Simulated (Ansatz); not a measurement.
Data:

La₃Ga₂Ni₂:
```yaml
crystal:
  lattice:
    - [5.72464, 0.00000, 0.00000]
    - [0.00000, 8.32914, 0.00000]
    - [0.00000, 0.00000, 13.12375]
  atoms:
    - { symbol: La, position: [0.32277, 0.75217, 0.75000] }
    - { symbol: La, position: [0.67723, 0.24783, 0.25000] }
    - { symbol: La, position: [0.32277, 0.74783, 0.25000] }
    - { symbol: La, position: [0.67723, 0.25217, 0.75000] }
    - { symbol: La, position: [0.16275, 0.09934, 0.40538] }
    - { symbol: La, position: [0.83725, 0.90066, 0.59462] }
    - { symbol: La, position: [0.83725, 0.90066, 0.90538] }
    - { symbol: La, position: [0.16275, 0.09934, 0.09462] }
    - { symbol: La, position: [0.16275, 0.40066, 0.59462] }
    - { symbol: La, position: [0.83725, 0.59934, 0.40538] }
    - { symbol: La, position: [0.83725, 0.59934, 0.09462] }
    - { symbol: La, position: [0.16275, 0.40066, 0.90538] }
    - { symbol: Ga, position: [0.81280, 0.60548, 0.75000] }
    - { symbol: Ga, position: [0.18720, 0.39452, 0.25000] }
    - { symbol: Ga, position: [0.81280, 0.89452, 0.25000] }
    - { symbol: Ga, position: [0.18720, 0.10548, 0.75000] }
    - { symbol: Ga, position: [0.64718, 0.25000, 0.00000] }
    - { symbol: Ga, position: [0.35282, 0.75000, 0.00000] }
    - { symbol: Ga, position: [0.35282, 0.75000, 0.50000] }
    - { symbol: Ga, position: [0.64718, 0.25000, 0.50000] }
    - { symbol: Ni, position: [0.39595, 0.46433, 0.41268] }
    - { symbol: Ni, position: [0.60405, 0.53567, 0.58732] }
    - { symbol: Ni, position: [0.60405, 0.53567, 0.91268] }
    - { symbol: Ni, position: [0.39595, 0.46433, 0.08732] }
    - { symbol: Ni, position: [0.39595, 0.03567, 0.58732] }
    - { symbol: Ni, position: [0.60405, 0.96433, 0.41268] }
    - { symbol: Ni, position: [0.60405, 0.96433, 0.08732] }
    - { symbol: Ni, position: [0.39595, 0.03567, 0.91268] }
```

This is the r²SCAN-relaxed structure.

Task: All from plane-wave PAW r²SCAN (Ansatz code), unless another level is named. Estimate the density of states at the Fermi level.

Result: 0.67 states/eV per atom (mean over ±0.08 eV).

Task: What about the formation energy from the elements (no fitted shifts)?

Result: -52 kJ/mol of atoms.

Space group Pbcm. The first step of the workflow began from a Materials Project structure, measured or hypothetical; the Crystallography Open Database copy checked does not list it. Whether it is the stable phase at ambient conditions was not checked. Symmetry was held in the r²SCAN relaxation; whether a distortion lowers the energy is not shown. No spin polarisation was allowed. The references are the lowest solids computed at this level, not always the standard phases. Spin–orbit coupling is left out wherever it is not named.

Potentials: the later of the program's two PAW sets.
